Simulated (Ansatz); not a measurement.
TiB₂:
```cif
data_B4Ti2
_chemical_formula_sum 'Ti2 B4'
_space_group_name_H-M_alt 'I4/mmm'
_space_group_IT_number 139
_space_group_name_Hall '-I 4 2'
_cell_length_a 3.16412
_cell_length_b 3.16412
_cell_length_c 5.96227
_cell_angle_alpha 90.000
_cell_angle_beta 90.000
_cell_angle_gamma 90.000
loop_
_atom_site_label
_atom_site_type_symbol
_atom_site_symmetry_multiplicity
_atom_site_Wyckoff_symbol
_atom_site_fract_x
_atom_site_fract_y
_atom_site_fract_z
_atom_site_occupancy
Ti1 Ti 2 a 0.00000 0.00000 0.00000 1
B1 B 4 e 0.00000 0.00000 0.36794 1
```
(The calculation used a cell of 3 atoms; values per cell refer to that cell.)

Relaxed with PBEsol.

**Question.** Decompose the optical modes at the zone centre into irreducible representations, and say which are infrared and Raman allowed.

**Answer.** Point group 4/mmm: Γ_opt = A1g + A2u + Eg + Eu. Infrared: A2u, Eu. Raman: A1g, Eg.

**Question.** Assign frequencies (DFPT, PBEsol in the plane-wave PAW code Ansatz).

**Answer.** Eg 346, Eu 474, A2u 496, A1g 1063 cm⁻¹.

The cell is a constructed one: a structure type filled with these elements; neither database checked (COD, Materials Project) lists it. It is not the phase usual at ambient conditions (space group No. 191). The cell was relaxed with PBEsol under the symmetry of its start; its stability against distortions is not shown here. The run is not spin-polarised. As this level gives no gap, phonon frequencies hold no LO–TO term and depend on the k-mesh and smearing (Fermi–Dirac, 0.1 eV here).

Potentials: the earlier of the program's two PAW sets. The files were generated under PBE; for other functionals the program regenerates the frozen cores, and for LDA and PBEsol the local potential too.
